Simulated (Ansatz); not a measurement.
# Property card for Si₂Ni

Si2Ni:
```cif
data_NiSi2
_chemical_formula_sum 'Si2 Ni1'
_space_group_name_H-M_alt 'P 1'
_space_group_IT_number 1
_cell_length_a 3.78160
_cell_length_b 3.78160
_cell_length_c 3.78160
_cell_angle_alpha 60.000
_cell_angle_beta 60.000
_cell_angle_gamma 60.000
loop_
_space_group_symop_operation_xyz
  'x, y, z'
loop_
_atom_site_label
_atom_site_type_symbol
_atom_site_fract_x
_atom_site_fract_y
_atom_site_fract_z
_atom_site_occupancy
Si1 Si 0.25000 0.25000 0.25000 1
Si2 Si 0.75000 0.75000 0.75000 1
Ni1 Ni 0.00000 0.00000 0.00000 1
```

Space group Fm-3m (No. 225), fluorite or antifluorite type; conventional cell a = b = c = 5.348 Å, α = β = γ = 90.00°.

Method: DFT-LDA in the program Ansatz with PAW potentials. Structure relaxed to zero pressure with the same functional. Other levels are named where they apply.

**Cell and energy**

| Item | Value |
|---|---|
| Volume per atom | 12.75 Å³ |
| Density | 4.99 g/cm³ |
| Formation energy from the elements (no fitted shifts) | -0.47 eV/atom |

**Electronic structure**

| Property | Value |
|---|---|
| Electronic character | metallic (no gap) |
| Density of states at the Fermi level | 0.28 states/eV per atom (mean over ±0.08 eV) |

**Mechanics**

| Property | Result |
|---|---|
| Bulk modulus (Birch–Murnaghan fit) | 166 GPa |
| Pressure derivative B′ | 4.8 |
| Elastic constants (relaxed ions, GPa) | C11 = 208, C12 = 147, C44 = 84.0 |
| Mechanical stability | stable (all eigenvalues of C positive) |
| Hill bulk and shear moduli | 167 and 55.9 GPa |
| Young's modulus | 151 GPa |
| Poisson's ratio | 0.35 |
| Debye temperature from the elastic constants | 480 K |

**Phonons**

| Property | Result |
|---|---|
| Highest zone-centre frequency | 333 cm⁻¹ |
| Zone-centre stability | no imaginary mode at Γ |

The cell was relaxed with LDA under the symmetry of its start. No spin polarisation was allowed. As this level gives no gap, shear constants depend on the k-mesh and smearing (Fermi–Dirac, 0.1 eV here). As this level gives no gap, phonon frequencies hold no LO–TO term and depend on the k-mesh and smearing (Fermi–Dirac, 0.1 eV here). The references are the lowest solids computed at this level, not always the standard phases.

Potentials: the earlier of the program's two PAW sets. The files were generated under PBE; for other functionals the program regenerates the frozen cores, and for LDA and PBEsol the local potential too.
